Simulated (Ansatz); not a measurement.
This cell of SnTe (rock salt) is off equilibrium:

```
SnTe
1.0
    0.00000     3.18510     3.18510
    3.18510     0.00000     3.18510
    3.18510     3.18510     0.00000
Te Sn
1 1
Direct
  0.00000   0.00000   0.00000
  0.54019   0.45981   0.45981
```

Calculation: r2SCAN (plane waves to 500 eV, PAW, scalar-relativistic; Ansatz, an electronic-structure program). k mesh 7×7×7 (Γ-centred), Fermi-Dirac smearing 0.05 eV. Energies are smeared free energies. Stress and pressure are positive under compression. SnTe was relaxed with its symmetry unable to fall. Spin-orbit coupling is left out, though Te is heavy.

### Question
What forces act on the atoms (eV/Å, Cartesian)?

### Answer
```json
[
 {"atom": "Te1", "Fx": "-0.174", "Fy": "0.000", "Fz": "0.000"},
 {"atom": "Sn2", "Fx": "0.174", "Fy": "0.000", "Fz": "0.000"}
]
```

### Question
Give the stress tensor in GPa and the pressure.

### Answer
```
   1.97     0.00     0.00
   0.00     0.23     0.00
   0.00     0.00     0.23
```
The pressure, a third of the trace, is 0.81 GPa.

### Question
In it atom 2 sits (-0.256, 0.000, 0.000) Å away from its relaxed site. What is its energy relative to the relaxed cell?

### Answer
2.4 meV/cell.

(For displaced atoms, the force is minus the slope of the energy, and its curvature is a force constant, which sets phonon frequencies.)
